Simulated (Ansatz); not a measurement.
VRu (CsCl type, space group No. 221) at seven volumes, plane-wave PAW PBEsol (Ansatz code), scaled uniformly. One row is withheld.

```json
[
 {"V (Å³/atom)": "11.935", "P (GPa)": "31.69"},
 {"V (Å³/atom)": "12.328", "P (GPa)": "19.29"},
 {"V (Å³/atom)": "12.721", "P (GPa)": "8.76"},
 {"V (Å³/atom)": "13.115", "P (GPa)": "0.00"},
 {"V (Å³/atom)": "13.508", "P (GPa)": "?"},
 {"V (Å³/atom)": "13.902", "P (GPa)": "-13.44"},
 {"V (Å³/atom)": "14.295", "P (GPa)": "-18.73"}
]
```

Fit the shown pressures and predict the withheld one.

P = (3/2)B₀(x^(7/2) − x^(5/2))[1 + (3/4)(B′ − 4)(x − 1)] with x = (V₀/V)^(2/3). Least squares on the six rows gives V₀ = 13.116 Å³/atom, B₀ = 267 GPa, B′ = 4.84. At V = 13.508, x = 0.9806 and P = -7.32 GPa. The run itself gave -7.28 GPa.

Space group Pm-3m (CsCl type). The workflow started from an entry of the Crystallography Open Database (COD), which files this formula under 2 space groups. Whether it is the stable phase at ambient conditions was not checked. The cell was relaxed with PBEsol under the symmetry of its start; its stability against distortions is not shown here. The final state is ferromagnetic, the only order run, not a proven ground state.

Potentials: the later of the program's two PAW sets.
